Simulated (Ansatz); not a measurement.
BiB in space group P-6m2 (No. 187; B on 1a, Bi on 1f) at seven volumes, the program Ansatz at the PBE level (PAW), shape and atoms relaxed at each. One row is withheld.

```json
[
 {"V (Å³/atom)": "17.582", "P (GPa)": "8.08"},
 {"V (Å³/atom)": "18.162", "P (GPa)": "?"},
 {"V (Å³/atom)": "18.742", "P (GPa)": "2.26"},
 {"V (Å³/atom)": "19.321", "P (GPa)": "0.00"},
 {"V (Å³/atom)": "19.901", "P (GPa)": "-1.93"},
 {"V (Å³/atom)": "20.481", "P (GPa)": "-3.57"},
 {"V (Å³/atom)": "21.060", "P (GPa)": "-4.99"}
]
```

Q: Fit the shown pressures and predict the withheld one.

A: P = (3/2)B₀(x^(7/2) − x^(5/2))[1 + (3/4)(B′ − 4)(x − 1)] with x = (V₀/V)^(2/3). Least squares on the six rows gives V₀ = 19.321 Å³/atom, B₀ = 69.7 GPa, B′ = 4.35. At V = 18.162, x = 1.0421 and P = 4.93 GPa. The run itself gave 4.94 GPa.

The cell is a constructed one: a structure type filled with these elements; neither database checked (COD, Materials Project) lists it. Whether it is the stable phase at ambient conditions was not checked. Symmetry was held in the PBE relaxation; its stability against distortions is not shown here. Spin–orbit coupling is left out wherever it is not named.

Potentials: the later of the program's two PAW sets.
